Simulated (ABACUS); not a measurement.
Band structure of Hf₃Ge₂ (P4/mbm, 10 atoms in the cell; from Materials Project mp-976273, lattice scaled a little).

```
Hf3Ge2
1.0
    7.12313     0.00000     0.00000
    0.00000     7.12313     0.00000
    0.00000     0.00000     3.71296
Hf Ge
6 4
Direct
  0.00000   0.00000   0.00000
  0.50000   0.50000   0.00000
  0.17004   0.67004   0.50000
  0.82996   0.32996   0.50000
  0.32996   0.17004   0.50000
  0.67004   0.82996   0.50000
  0.63054   0.13054   0.00000
  0.36946   0.86946   0.00000
  0.86946   0.63054   0.00000
  0.13054   0.36946   0.00000
```

Level of theory: PBEsol, numerical atomic orbitals TZDP (confined pseudo-atomic orbitals; energy shift 0.003 Ry), PseudoDojo 0.4 standard norm-conserving PBEsol (tails mended) pseudopotentials (ABACUS 3.10.1).

Settings: basis = TZDP numerical atomic orbitals, energy shift 0.003 Ry; KPT = Gamma 2 2 4 0 0 0; basis_type = lcao; ecutwfc = 100 Ry; smearing_method = fd; smearing_sigma = 0.00734986 Ry; potentials = PseudoDojo 0.4 standard norm-conserving PBEsol (tails mended); symmetry = 1; nbands = 76; ks_solver = genelpa; scf_nmax = 100; scf_thr = 1.0e-07; mixing_type = broyden; mixing_beta = 0.7.

Spin-orbit coupling is left out, which matters for bands and gaps with elements this heavy. The atom-centred basis is finite, which shifts total energies against plane waves. Forces and stress are left out: the polarisation orbitals used for some of these elements are too diffuse to give them reliably, and gaps can carry the same lack. The structure comes from a collection of computed structures, made at another level of theory; the collection holds predicted forms beside known ones. Its lattice was then scaled. No clean gap shows at this smearing width and mesh (spacing up to 0.44 Å⁻¹); the mesh is coarse for partly filled bands, so the values carry mesh errors.

Points are given in units of this cell's reciprocal vectors. Levels in eV from the Fermi level, bands 61 to 66:
| point | 61 | 62 | 63 | 64 | 65 | 66 |
|---|---|---|---|---|---|---|
| Γ (0 0 0) | -0.60 | -0.42 | -0.03 | 0.04 | 0.86 | 1.28 |
| X (0 0.5 0) | -0.49 | -0.49 | 0.61 | 0.61 | 0.90 | 0.90 |
| M (0.5 0.5 0) | -0.52 | -0.52 | -0.24 | -0.24 | 0.25 | 0.25 |
| Z (0 0 0.5) | -0.65 | -0.08 | 0.13 | 0.13 | 0.23 | 0.31 |
| R (0 0.5 0.5) | -1.09 | -1.09 | -0.41 | -0.41 | -0.12 | -0.12 |
| A (0.5 0.5 0.5) | -1.18 | -1.18 | -0.57 | -0.57 | -0.52 | -0.52 |

4 bands cross the Fermi level along this path, so the cell has no gap at this level.

Higher empty bands are left out: an atom-centred basis made for the valence describes them poorly.

The atomic orbitals were generated for these runs; they are not ABACUS's published sets and were checked against plane waves on a few crystals only.

“Tails mended”: in these copies of the files the far tail of each local potential was reset to the Coulomb form.
